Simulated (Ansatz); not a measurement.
SrCl$_{2}$:
```cif
data_Cl2Sr
_chemical_formula_sum 'Sr1 Cl2'
_space_group_name_H-M_alt 'P 1'
_space_group_IT_number 1
_cell_length_a 4.80857
_cell_length_b 4.80857
_cell_length_c 4.80857
_cell_angle_alpha 60.000
_cell_angle_beta 60.000
_cell_angle_gamma 60.000
loop_
_space_group_symop_operation_xyz
  'x, y, z'
loop_
_atom_site_label
_atom_site_type_symbol
_atom_site_fract_x
_atom_site_fract_y
_atom_site_fract_z
_atom_site_occupancy
Sr1 Sr 0.00000 0.00000 0.00000 1
Cl1 Cl 0.25000 0.25000 0.25000 1
Cl2 Cl 0.75000 0.75000 0.75000 1
```

Relaxed with LDA.

Problem. Give the optical modes at the zone centre with their infrared and Raman activity from DFPT, DFT-LDA in the program Ansatz with PAW potentials.

Solution. Transverse frequencies, without the LO–TO term; a row sums one degenerate level.

```csv
ω (cm⁻¹),degeneracy,IR ((D/Å)²/amu),Raman (Å⁴/amu),activity,symmetry
155,3,10.93,0,IR,T1u
191,3,0.00,11,Raman,T2g
```

Problem. How high does the top mode go among those that the LO–TO term moves?

Solution. 236 cm⁻¹ for q along x.

Space group Fm-3m (fluorite). The cell was relaxed with LDA under the symmetry of its start; phonons on a q-mesh show no instability.

Potentials: the later of the program's two PAW sets.
